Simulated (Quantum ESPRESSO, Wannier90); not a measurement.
# RbBr (rock salt), plane waves to Wannier functions

Materials Project entry mp-22867; symmetrised, unrelaxed at this level. COD (Crystallography Open Database) has an entry of this formula and space group (matched by these alone). Method: PBEsol plane waves in Quantum ESPRESSO 7.5 (PseudoDojo norm-conserving files, 37 Ry, no spin polarisation, no spin-orbit coupling), Bloch states on a 8×8×8 mesh through Γ, Wannier90 4.0.1. Density: 8×8×8 mesh, cold smearing 0.01 Ry. Spin-orbit coupling, left out, would split the p-like bands by a few tenths of an eV.

On the energy scale of pw.x, whose zero is arbitrary, the valence-band maximum lies at 1.00 eV.

Input w.win:

```
num_bands = 4
num_wann = 4
exclude_bands = 1,3-5,9-15
num_iter = 1000
conv_tol = 1.0e-6
conv_window = 4
write_hr = true
write_u_matrices = true
auto_projections = true
begin unit_cell_cart
ang
    0.0000000000    3.4559500000    3.4559500000
    3.4559500000    0.0000000000    3.4559500000
    3.4559500000    3.4559500000    0.0000000000
end unit_cell_cart
begin atoms_frac
Rb   0.0000000000  0.0000000000  0.0000000000
Br   0.5000000000  0.5000000000  0.5000000000
end atoms_frac
mp_grid = 8 8 8
begin kpoints
0.0000000000 0.0000000000 0.0000000000
0.0000000000 0.0000000000 0.1250000000
0.0000000000 0.0000000000 0.2500000000
... (509 more lines: the 8x8x8 mesh through Gamma)
end kpoints
```

Input of pw2wannier90.x that gives the overlap and projection files (equivalent; here they were cut from one run over all bands):

```
&inputpp
  outdir = './out'
  prefix = 'pwscf'
  seedname = 'w'
  write_amn = .true.
  write_mmn = .true.
  scdm_proj = .true.
  scdm_entanglement = 'isolated'
/
```

Output w.wout (banner and timings cut):

```
                                    ------
                                    SYSTEM
                                    ------

                              Lattice Vectors (Ang)
                    a_1     0.000000   3.455950   3.455950
                    a_2     3.455950   0.000000   3.455950
                    a_3     3.455950   3.455950   0.000000

                   Unit Cell Volume:      82.55290  (Ang^3)

                        Reciprocal-Space Vectors (Ang^-1)
                    b_1    -0.909039   0.909039   0.909039
                    b_2     0.909039  -0.909039   0.909039
                    b_3     0.909039   0.909039  -0.909039

 *----------------------------------------------------------------------------*
 |   Site       Fractional Coordinate          Cartesian Coordinate (Ang)     |
 +----------------------------------------------------------------------------+
 | rb   1   0.00000   0.00000   0.00000   |    0.00000   0.00000   0.00000    |
 | br   1   0.50000   0.50000   0.50000   |    3.45595   3.45595   3.45595    |
 *----------------------------------------------------------------------------*
                                ------------
                                K-POINT GRID
                                ------------

             Grid size =  8 x  8 x  8      Total points =  512

 *---------------------------------- MAIN ------------------------------------*
 |  Number of Wannier Functions               :                 4             |
 |  Number of Objective Wannier Functions     :                 4             |
 |  Number of input Bloch states              :                 4             |
 |  Output verbosity (1=low, 5=high)          :                 1             |
 |  Timing Level (1=low, 5=high)              :                 1             |
 |  Optimisation (0=memory, 3=speed)          :                 3             |
 |  Length Unit                               :               Ang             |
 |  Post-processing setup (write *.nnkp)      :                 F             |
 |  Using Gamma-only branch of algorithms     :                 F             |
 *----------------------------------------------------------------------------*
 *------------------------------- WANNIERISE ---------------------------------*
 |  Total number of iterations                :              1000             |
 |  Number of CG steps before reset           :                 5             |
 |  Trial step length for line search         :             2.000             |
 |  Convergence tolerence                     :         0.100E-05             |
 |  Convergence window                        :                 4             |
 |  Iterations between writing output         :                 1             |
 |  Iterations between backing up to disk     :               100             |
 |  Write r^2_nm to file                      :                 F             |
 |  Write xyz WF centres to file              :                 F             |
 |  Write on-site energies <0n|H|0n> to file  :                 F             |
 |  Use guiding centre to control phases      :                 F             |
 |  Use phases for initial projections        :                 F             |
 *----------------------------------------------------------------------------*
 *-------------------------------- PLOTTING ----------------------------------*
 |  Plotting Hamiltonian in WF basis          :                 T             |
 *----------------------------------------------------------------------------*

 *---------------------------------- K-MESH ----------------------------------*
 +----------------------------------------------------------------------------+
 |                    Distance to Nearest-Neighbour Shells                    |
 |                    ------------------------------------                    |
 |          Shell             Distance (Ang^-1)          Multiplicity         |
 |          -----             -----------------          ------------         |
 |             1                   0.196813                      8            |
 |             2                   0.227260                      6            |
 |             3                   0.321394                     12            |
 |             4                   0.376868                     24            |
 |             5                   0.393625                      8            |
 |             6                   0.454519                      6            |
 |             7                   0.495301                     24            |
 |             8                   0.508168                     24            |
       ... (lines left out)
 +----------------------------------------------------------------------------+
 | The b-vectors are chosen automatically                                     |
 | The following shells are used:                       1                     |
 +----------------------------------------------------------------------------+
 |                        Shell   # Nearest-Neighbours                        |
 |                        -----   --------------------                        |
 |                          1               8                                 |
 +----------------------------------------------------------------------------+
 | Completeness relation is fully satisfied [Eq. (B1), PRB 56, 12847 (1997)]  |
 +----------------------------------------------------------------------------+
 |                  b_k Vectors (Ang^-1) and Weights (Ang^2)                  |
 |                  ----------------------------------------                  |
 |            No.         b_k(x)      b_k(y)      b_k(z)        w_b           |
 |            ---        --------------------------------     --------        |
 |             1         0.113630    0.113630   -0.113630     9.681110        |
 |             2         0.113630   -0.113630    0.113630     9.681110        |
 |             3        -0.113630    0.113630    0.113630     9.681110        |
 |             4         0.113630    0.113630    0.113630     9.681110        |
 |             5        -0.113630   -0.113630    0.113630     9.681110        |
 |             6        -0.113630    0.113630   -0.113630     9.681110        |
 |             7         0.113630   -0.113630   -0.113630     9.681110        |
 |             8        -0.113630   -0.113630   -0.113630     9.681110        |
 +----------------------------------------------------------------------------+
 |                           b_k Directions (Ang^-1)                          |
 |                           -----------------------                          |
 |            No.           x           y           z                         |
 |            ---        --------------------------------                     |
 |             1         0.113630    0.113630   -0.113630                     |
 |             2         0.113630   -0.113630    0.113630                     |
 |             3        -0.113630    0.113630    0.113630                     |
 |             4         0.113630    0.113630    0.113630                     |
 +----------------------------------------------------------------------------+

 Starting a new Wannier90 calculation ...

 Reading overlaps from w.mmn

 Reading projections from w.amn

 *------------------------------- WANNIERISE ---------------------------------*
 +--------------------------------------------------------------------+<-- CONV
 | Iter  Delta Spread     RMS Gradient      Spread (Ang^2)            |<-- CONV
 +--------------------------------------------------------------------+<-- CONV

 ------------------------------------------------------------------------------
 Initial State
  WF centre and spread    1  (  0.046234,  2.999035,  0.182091 )     1.44831976
  WF centre and spread    2  ( -0.314346,  0.048483,  3.076055 )     1.44546457
  WF centre and spread    3  ( -3.473797, -3.095818, -3.118819 )     1.45079384
  WF centre and spread    4  ( -3.169654,  0.049311, -0.139642 )     1.75400750
  Sum of centres and spreads ( -6.911563,  0.001010, -0.000315 )     6.09858568

      0     0.610E+01     0.0000000000        6.0985856802  <-- CONV
        O_D=      0.0054973 O_OD=      0.9155404 O_TOT=      6.0985857 <-- SPRD
 ------------------------------------------------------------------------------
      1    -0.181E-01     0.0742728453        6.0805046541  <-- CONV
        O_D=      0.0008603 O_OD=      0.9020964 O_TOT=      6.0805047 <-- SPRD
      2    -0.183E-02     0.0329522722        6.0786748621  <-- CONV
        O_D=      0.0003890 O_OD=      0.9007379 O_TOT=      6.0786749 <-- SPRD
      3    -0.116E-02     0.0282783714        6.0775166739  <-- CONV
        O_D=      0.0001912 O_OD=      0.8997775 O_TOT=      6.0775167 <-- SPRD
      4    -0.726E-03     0.0244949283        6.0767906929  <-- CONV
        O_D=      0.0001029 O_OD=      0.8991398 O_TOT=      6.0767907 <-- SPRD
      5    -0.424E-03     0.0169502330        6.0763669609  <-- CONV
        O_D=      0.0001199 O_OD=      0.8986991 O_TOT=      6.0763670 <-- SPRD
       ... (lines left out)
    100    -0.689E-05     0.0023728229        6.0435684742  <-- CONV
        O_D=      0.0000361 O_OD=      0.8659844 O_TOT=      6.0435685 <-- SPRD
       ... (lines left out)
    126    -0.654E-06     0.0006897138        6.0434450816  <-- CONV
        O_D=      0.0000354 O_OD=      0.8658617 O_TOT=      6.0434451 <-- SPRD
    127    -0.636E-06     0.0007753464        6.0434444452  <-- CONV
        O_D=      0.0000352 O_OD=      0.8658613 O_TOT=      6.0434444 <-- SPRD
    128    -0.802E-06     0.0006743276        6.0434436429  <-- CONV
        O_D=      0.0000352 O_OD=      0.8658604 O_TOT=      6.0434436 <-- SPRD
             <<<     Delta < 1.000E-06  over  4 iterations     >>>
             <<< Wannierisation convergence criteria satisfied >>>
 Final State
  WF centre and spread    1  ( -0.007541,  3.028643,  0.191922 )     1.50828416
  WF centre and spread    2  ( -0.338433,  0.034343,  3.133910 )     1.50915790
  WF centre and spread    3  ( -3.522818, -3.133251, -3.123105 )     1.50929318
  WF centre and spread    4  ( -3.043742,  0.071180, -0.202792 )     1.51670840
  Sum of centres and spreads ( -6.912534,  0.000915, -0.000066 )     6.04344364

         Spreads (Ang^2)       Omega I      =     5.177547988
        ================       Omega D      =     0.000035215
                               Omega OD     =     0.865860441
    Final Spread (Ang^2)       Omega Total  =     6.043443643
```
